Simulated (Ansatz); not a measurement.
A trial cell of In₄SbAs₃, before relaxation:

```cif
data_structure
_symmetry_space_group_name_H-M 'P-4m2'
_symmetry_Int_Tables_number 115
_cell_length_a 4.1608
_cell_length_b 4.1608
_cell_length_c 11.7685
_cell_angle_alpha 90.000
_cell_angle_beta 90.000
_cell_angle_gamma 90.000
_cell_volume 203.74
loop_
_atom_site_label
_atom_site_type_symbol
_atom_site_symmetry_multiplicity
_atom_site_Wyckoff_symbol
_atom_site_fract_x
_atom_site_fract_y
_atom_site_fract_z
_atom_site_occupancy
In1 In 2 g 0.50000 0.00000 0.87500 1
In2 In 2 g 0.50000 0.00000 0.37500 1
Sb1 Sb 1 d 0.00000 0.00000 0.50000 1
As1 As 1 a 0.00000 0.00000 0.00000 1
As2 As 2 f 0.50000 0.50000 0.25000 1
```

All numbers below come from DFT PBE, scalar-relativistic, plane waves, PAW in Ansatz 0.2.0. Cutoff 420 eV, Gaussian smearing, Γ-centred meshes. Cell and atoms relax first on a coarse mesh and then on a finer one. In between, the cell is made exact in the group found at 0.06 Å. In metals the finer mesh still leaves noise of several meV/atom or more. The steps can't lower the symmetry of their start. No spin polarisation.

A guess keeps its type if space group and coordination stay and the shape of the cell changes little (axis ratios within about 15 %, angles within 6°); the volume may change.

Task: Will the relaxed cell still be of the starting type?

Result: It keeps its type. The symmetry stays P-4m2 (No. 115). The volume per atom grows by 22.7 %, from 25.5 to 31.3 Å³. The shortest distance goes from 2.55 Å (In–As and In–Sb) to 2.69 Å (In–As). The ratio c/a of the conventional cell changes by a factor of 1.00. Counting neighbours within 15 % of an atom's shortest distance, the start has As 4, In 4, Sb 4 and the end As 4, In 4, Sb 4.

The last run used an 8×8×4 mesh (in the run's order of axes) for its 8-atom cell and Gaussian smearing of 0.10 eV. These runs have no spin–orbit coupling, which can matter for Sb. A later test with randomly moved atoms came back to the same energy, though modes that don't fit the test's cell weren't probed.
